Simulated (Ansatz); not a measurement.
**Question.** Ru (dhcp (α-La type), P6_3/mmc) is relaxed with plane-wave PAW r²SCAN (Ansatz code). What lattice parameters of the conventional cell result?

**Answer.** a = 2.692 Å, c = 8.643 Å.

The start of the workflow was typed in or built on a structure type. Its sites differ from those of the usual phase in this space group: another stacking or structure type. The cell was relaxed with r²SCAN under the symmetry of its start; its stability against distortions is not shown here. No spin polarisation was allowed. Axis ratios of metals converge slowly with the k-mesh, so a and c are less sure than the volume.

Potentials: the earlier of the program's two PAW sets.
